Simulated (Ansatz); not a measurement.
Cs$_{2}$AgBiBr$_{6}$ in space group Fm-3m (No. 225; Cs on 8c, Ag on 4b, Bi on 4a, Br on 24e), plane-wave PAW r²SCAN (Ansatz code). The conduction-band minimum lies at L, with 4 equivalent valleys. Second derivatives d²E/dk² of the lowest band at one valley (eV·Å²), along Cartesian directions:

| direction | d²E/dk² |
|---|---|
| [100] | 25.95 |
| [010] | 25.95 |
| [001] | 25.95 |
| [110] | 23.52 |
| [101] | 28.37 |
| [011] | 28.37 |

Task: Find the principal effective masses, the density-of-states mass and the conductivity mass.

Result: Off-diagonal terms follow from H_xy = H[110] − (H_xx + H_yy)/2, and m*/mₑ = 7.620 eV·Å² over each eigenvalue: 0.27, 0.27, 0.36. One valley's DOS mass (m₁m₂m₃)^(1/3) = 0.30, conductivity mass 3/(Σ 1/mᵢ) = 0.29 mₑ.

Task: What effective density of states Nc follows at 300 K for parabolic valleys?

Result: Nc = 2.509e19 × 4 × (0.30)^(3/2) ≈ 1.6e19 cm⁻³.

Symmetry was held in the r²SCAN relaxation. The run is not spin-polarised. Scalar-relativistic: spin–orbit coupling is off unless named, which matters more the heavier the elements.

Potentials: the later of the program's two PAW sets.

Edges and masses are those of Kohn–Sham bands, whose gap is no quasiparticle gap.
